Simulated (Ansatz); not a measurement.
Given:

Sc:
```cif
data_Sc4
_chemical_formula_sum 'Sc4'
_space_group_name_H-M_alt 'Fm-3m'
_space_group_IT_number 225
_space_group_name_Hall '-F 4 2 3'
_cell_length_a 4.47212
_cell_length_b 4.47212
_cell_length_c 4.47212
_cell_angle_alpha 90.000
_cell_angle_beta 90.000
_cell_angle_gamma 90.000
loop_
_atom_site_label
_atom_site_type_symbol
_atom_site_symmetry_multiplicity
_atom_site_Wyckoff_symbol
_atom_site_fract_x
_atom_site_fract_y
_atom_site_fract_z
_atom_site_occupancy
Sc1 Sc 4 a 0.00000 0.00000 0.00000 1
```
(The calculation used a cell of 1 atom; values per cell refer to that cell.)

This is the LDA-relaxed structure.

Question: All from the program Ansatz at the LDA level (PAW), unless another level is named. Estimate the Young's modulus.

Answer: 69.7 GPa.

Question: And the zero-point energy?

Answer: 28.5 meV/atom.

The workflow started from a Materials Project entry (that database holds measured and hypothetical structures alike); the Crystallography Open Database files this formula in space group No. 225, but the cells were not matched. It is not the phase usual at ambient conditions (space group No. 194). Symmetry was held in the LDA relaxation; whether a distortion lowers the energy is not shown. No spin polarisation was allowed.

Potentials: the earlier of the program's two PAW sets. The files were generated under PBE; for other functionals the program regenerates the frozen cores, and for LDA and PBEsol the local potential too.
